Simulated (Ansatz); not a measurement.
## Ansatz 0.2.0, vacancy hop by nudged elastic band: NbC

Input:

```yaml
crystal:
  lattice:
    - [0.0, 4.48036862, 4.48036862]
    - [4.48036862, 0.0, 4.48036862]
    - [4.48036862, 4.48036862, 0.0]
  atoms:
    - { symbol: Nb, position: [-0.00382926, -0.00516122, 0.00292046] }
    - { symbol: C, position: [0.25537101, 0.24904649, 0.24868224] }
    - { symbol: Nb, position: [-0.00302424, -0.00084422, 0.50117987] }
    - { symbol: C, position: [0.25028126, 0.2528523, 0.74755861] }
    - { symbol: Nb, position: [0.00495331, 0.49973565, 0.00186795] }
    - { symbol: C, position: [0.25024091, 0.7528035, 0.25206778] }
    - { symbol: Nb, position: [0.00582136, 0.4912365, 0.50539869] }
    - { symbol: C, position: [0.24938487, 0.75148527, 0.74418317] }
    - { symbol: Nb, position: [0.50452664, 0.00085216, 0.00055075] }
    - { symbol: C, position: [0.7503227, 0.25223426, 0.2435528] }
    - { symbol: C, position: [0.74436109, 0.25250265, 0.7508151] }
    - { symbol: Nb, position: [0.49419381, 0.50264766, 0.00138916] }
    - { symbol: C, position: [0.74904312, 0.75063068, 0.2540745] }
    - { symbol: Nb, position: [0.50454159, 0.50243012, 0.49686763] }
    - { symbol: C, position: [0.7466428, 0.7448473, 0.74989963] }
kpoints:
  mp_grid: { grid: [3, 3, 3] }
magnetization:
  spin_polarized: false
scf:
  occupations: { method: fermi_dirac, width: 0.05 }
hamiltonian:
  pseudopotentials: { kind: paw }
  xc: pbe
basis:
  ecutwfc: 420
neb:
  images: 3
  relax_end_points: true
  climbing: true
  f_tol: 0.05
  max_iterations: 40
  order_check: false
  final_atoms:
    - { symbol: Nb, position: [-0.00382926, -0.00516122, 0.00292046] }
    - { symbol: C, position: [0.25537101, 0.24904649, 0.24868224] }
    - { symbol: Nb, position: [-0.00302424, -0.00084422, 0.50117987] }
    - { symbol: C, position: [0.25028126, 0.2528523, 0.74755861] }
    - { symbol: Nb, position: [0.00495331, 0.49973565, 0.00186795] }
    - { symbol: C, position: [0.25024091, 0.7528035, 0.25206778] }
    - { symbol: Nb, position: [0.00582136, 0.4912365, 0.50539869] }
    - { symbol: C, position: [0.24938487, 0.75148527, 0.74418317] }
    - { symbol: Nb, position: [0.49525088, -0.00477478, 0.50794037] }
    - { symbol: C, position: [0.7503227, 0.25223426, 0.2435528] }
    - { symbol: C, position: [0.74436109, 0.25250265, 0.7508151] }
    - { symbol: Nb, position: [0.49419381, 0.50264766, 0.00138916] }
    - { symbol: C, position: [0.74904312, 0.75063068, 0.2540745] }
    - { symbol: Nb, position: [0.50454159, 0.50243012, 0.49686763] }
    - { symbol: C, position: [0.7466428, 0.7448473, 0.74989963] }
```

Run with:

```bash
ansatz run input.yaml --threads 4 --pin off --max-ram 8192MiB --backend cpu --events-out ev --progress --plain --runs-dir out
```

Origin of the cell: a database entry, scaled a little.

The cell is 2×2×2 cells of NbC with one Nb taken out; atom 9 (Nb) hops into the empty site, 3.17 Å away before the end points are relaxed. All atoms were shaken by about 0.02 Å first.

Output (shortened):

```
SCF iter   1: F=—  HF=-33877.064660 eV  Δρ=6.52e-3  dr2=1.07e-1  defer=13
SCF iter   2: F=—  HF=-33877.044927 eV  Δρ=2.36e-3  dr2=6.07e-3  defer=49
SCF iter   3: F=—  HF=-33877.044410 eV  Δρ=1.18e-3  dr2=1.70e-3  defer=49
[… 2 lines left out …]
SCF iter   6: F=—  HF=-33877.044481 eV  Δρ=1.49e-5  dr2=5.35e-7  defer=49
SCF iter   7: F=—  HF=-33877.044481 eV  Δρ=8.36e-6  dr2=1.96e-7
SCF iter   8: F=-33877.044481 eV  HF=-33877.044481 eV  Δρ=2.51e-6  dr2=2.05e-8
NEB iter   1: max|band force component| = 9.585e0 eV/Å  barrier→ = 11.2953 eV  barrier← = 11.2953 eV  Δτ_max = 0.1918 Å  (41 SCF iters)
NEB iter   2: max|band force component| = 4.556e0 eV/Å  barrier→ = 7.2412 eV  barrier← = 7.2412 eV  Δτ_max = 0.1028 Å  (30 SCF iters)
NEB iter   3: max|band force component| = 1.482e0 eV/Å  barrier→ = 5.8358 eV  barrier← = 5.8358 eV  Δτ_max = 0.0532 Å  (22 SCF iters)
NEB iter   4: max|band force component| = 3.172e-1 eV/Å  barrier→ = 5.6240 eV  barrier← = 5.6240 eV  CI = image 2  Δτ_max = 0.0219 Å  (23 SCF iters)
NEB iter   5: max|band force component| = 1.340e-1 eV/Å  barrier→ = 5.6049 eV  barrier← = 5.6049 eV  CI = image 2  Δτ_max = 0.0156 Å  (22 SCF iters)
NEB iter   6: max|band force component| = 2.370e-2 eV/Å  barrier→ = 5.6000 eV  barrier← = 5.6000 eV  CI = image 2  Δτ_max = 0.0000 Å  (18 SCF iters)
--- NEB band (5 images, 6 band iterations, 156 SCF iterations, 48 more in tests of the images' electronic states and relaxations of end points) ---
  forward barrier  = 5.599978 eV
  backward barrier = 5.599979 eV
  lagrangian_above_aufbau_ev (what the smearing adds, to first order; not taken off the barriers): saddle image -0.036106 eV, end points -0.031340 and -0.031342 eV
  climbing image's point = of an order that was not read
  energies are F+E_penalty+E_count in eV, relative to image 0
  image     s (Å)  Δ vs image 0  max|band force component| (eV/Å)
      0    0.0000      0.000000                                 —
      1    0.8452      2.187593                          2.354e-2
  *   2    1.6905      5.599978                          2.370e-2
      3    2.5356      2.187894                          2.346e-2
      4    3.3808     -0.000002                                 —
```

The converged band:

| image | path over all atoms (Å) | ΔF (eV) | Nb x | y | z (Å) |
| --- | --- | --- | --- | --- | --- |
| 0 | 0.00 | 0.000 | 0.00 | 2.24 | 2.24 |
| 1 | 0.85 | 2.188 | 0.53 | 2.77 | 2.24 |
| 2 | 1.69 | 5.600 | 1.12 | 3.36 | 2.24 |
| 3 | 2.54 | 2.188 | 1.71 | 3.95 | 2.24 |
| 4 | 3.38 | 0.000 | 2.24 | 4.48 | 2.24 |

Relaxed start, forces in eV/Å:

```xyz
15
Lattice="0.000 4.480 4.480 4.480 0.000 4.480 4.480 4.480 0.000" Properties=species:S:1:pos:R:3:forces:R:3 pbc="T T T" image=0
Nb   -0.001    0.001    0.000    0.001    0.000    0.000
C     2.239    2.206    2.240    0.002    0.000   -0.001
Nb    2.240    2.241    0.000    0.000    0.000    0.000
C     4.515    4.481    2.240   -0.001    0.001    0.000
Nb    2.240    0.001    2.240    0.000    0.000    0.000
C     4.480    2.241    4.480    0.000   -0.001   -0.001
Nb    4.480    2.242    2.240   -0.001   -0.003    0.001
C     6.720    4.481    4.445    0.000    0.002    0.000
Nb    0.000    2.241    2.240   -0.001   -0.001   -0.001
C     2.240    4.481    4.516   -0.001    0.001    0.000
C     4.480    6.722    4.480    0.000    0.001    0.000
Nb    2.240    2.241    4.480    0.000    0.000    0.002
C     4.445    4.481    6.721   -0.001    0.000    0.000
Nb    4.480    4.482    4.481    0.001   -0.001    0.000
C     6.720    6.757    6.721    0.001    0.000    0.001
```

Highest image (2), forces in eV/Å:

```xyz
15
Lattice="0.000 4.480 4.480 4.480 0.000 4.480 4.480 4.480 0.000" Properties=species:S:1:pos:R:3:forces:R:3 pbc="T T T" image=2
Nb   -0.041    0.041    0.157    0.003   -0.003    0.001
C     2.485    1.996    2.238   -0.010    0.010    0.000
Nb    2.280    2.201   -0.161   -0.003    0.003   -0.001
C     4.499    4.463    2.238   -0.017    0.017    0.000
Nb    2.195   -0.044    2.238    0.024    0.024    0.000
C     4.546    2.307    4.584    0.004    0.004   -0.013
Nb    4.525    2.286    2.238   -0.024   -0.024    0.000
C     6.654    4.415    4.584   -0.004   -0.004   -0.013
Nb    1.120    3.361    2.238    0.000    0.000    0.000
C     2.174    4.415    4.373   -0.004   -0.004    0.013
C     4.546    6.788    4.373    0.004    0.004    0.013
Nb    2.280    2.201    4.637   -0.003    0.003    0.001
C     4.235    4.726    6.718    0.010   -0.010    0.000
Nb    4.440    4.522    4.319    0.003   -0.003   -0.001
C     6.702    6.740    6.718    0.017   -0.017    0.000
```

Relaxed end, forces in eV/Å:

```xyz
15
Lattice="0.000 4.480 4.480 4.480 0.000 4.480 4.480 4.480 0.000" Properties=species:S:1:pos:R:3:forces:R:3 pbc="T T T" image=4
Nb    0.000    0.001   -0.004    0.000   -0.001    0.000
C     2.275    2.241    2.236    0.000    0.000   -0.001
Nb    2.240    2.241   -0.005    0.001    0.000    0.001
C     4.480    4.446    2.236    0.000    0.000    0.000
Nb    2.240    0.001    2.236    0.000    0.000    0.000
C     4.480    2.241    4.441    0.000    0.000    0.000
Nb    4.480    2.241    2.236    0.000    0.000    0.000
C     6.721    4.481    4.476    0.000    0.000    0.000
Nb    2.240    4.481    2.236   -0.001    0.000    0.000
C     2.240    4.481    4.476    0.000    0.000    0.000
C     4.480    6.721    4.511    0.000    0.000    0.000
Nb    2.240    2.241    4.476    0.000    0.000    0.000
C     4.480    4.516    6.716    0.000    0.001    0.000
Nb    4.480    4.481    4.476    0.000   -0.001    0.001
C     6.685    6.721    6.716    0.000    0.000    0.000
```

Barrier of this path: 5.60 eV forwards, 5.60 eV backwards, after 6 band iterations.

Caveats: no moments, though an odd count or open d shells may carry them; the k mesh is coarse if the cell is a metal; a small cell with a neutral vacancy and no spin, whose shape can make like sites unlike; the cell is held at a rescaled volume, and strain moves barriers; the hop was drawn among near neighbours and need not be the easiest path; few images and a loose tolerance, and neither the top nor the ends were tested for their order.

The run took 2.5 min on 4 threads of Intel(R) Xeon(R) Platinum 8488C (Sapphire Rapids), with other jobs on the host, peak memory 1.1 GiB, from the program's own first density.
